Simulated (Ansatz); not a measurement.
Starting cell, WSe₂ (2H-MoS2 type, space group P6_3/mmc):

```
WSe2
1.0
    3.27906     0.00000     0.00000
   -1.63953     2.83975     0.00000
    0.00000     0.00000    12.78607
W Se
2 4
Cartesian
  0.00000   1.89317   3.19652
  1.63953   0.94658   9.58955
  0.00000   1.89317   7.90529
  1.63953   0.94658   1.51226
  1.63953   0.94658   4.88078
  0.00000   1.89317  11.27381
```

In this cell atom 5 (Se, nearest neighbour W at 2.534 Å; its periodic images, 3.3 Å or more away, move with it) is moved by u·(1.000, 0.000, 0.000) + v·(0.000, 0.000, 1.000); the rest is frozen.

These are PBE-D3(BJ) (plane waves to 420 eV, PAW, scalar-relativistic; Ansatz, a first-principles code) values and carry that method's errors. k mesh 9×9×2 (Γ-centred), Fermi-Dirac smearing 0.05 eV. The energy includes the smearing's −TS. Points where atoms come too close for the PAW data are left out (x in tables, blank in figures). As the smearing reaches across the gap at some points, energies and forces of such displacements shift with the k mesh and the smearing. Spin-orbit coupling is left out, though W is heavy. WSe2 is run without spin polarisation. WSe2 was relaxed with its symmetry unable to fall. The last digit holds for this mesh only.

Changes of ΔE (eV/cell) from the point u = 0.000 Å, v = 0.000 Å when one coordinate moves alone (two changes are said to add if the coupling is within 5 % of the smaller one, nearly so within 20 %):

| point | change |
|---|---|
| u = 0.000 Å, v = -0.630 Å | 4.3340 |
| u = 0.000 Å, v = -0.315 Å | 1.0006 |
| u = -0.630 Å, v = 0.000 Å | 1.6647 |
| u = -0.315 Å, v = 0.000 Å | 0.4386 |
| u = 0.315 Å, v = 0.000 Å | 0.4386 |
| u = 0.630 Å, v = 0.000 Å | 1.6647 |
| u = 0.000 Å, v = 0.315 Å | 0.6309 |
| u = 0.000 Å, v = 0.630 Å | 1.9481 |

**Question.** What is the change at u = -0.315 Å, v = -0.315 Å, where both move, and how far is it from the sum?

**Answer.** The sum of the single changes is 0.4386 + (1.0006) = 1.4392; the calculation gives 1.9244, so the coupling contributes 0.4852 (over 20 % of the smaller single change, not additive).

**Question.** Do the two effects add at u = -0.315 Å, v = 0.630 Å? Give the computed change.

**Answer.** The sum of the single changes is 0.4386 + (1.9481) = 2.3867; the calculation gives 2.0229, so the coupling contributes -0.3638 (over 20 % of the smaller single change, not additive).

**Question.** Do the two effects add at u = 0.630 Å, v = 0.630 Å? Give the computed change.

**Answer.** The sum of the single changes is 1.6647 + (1.9481) = 3.6128; the calculation gives 2.2230, so the coupling contributes -1.3898 (over 20 % of the smaller single change, not additive).

(For displaced atoms, the force is minus the slope of the energy, and its curvature is a force constant, which sets phonon frequencies.)
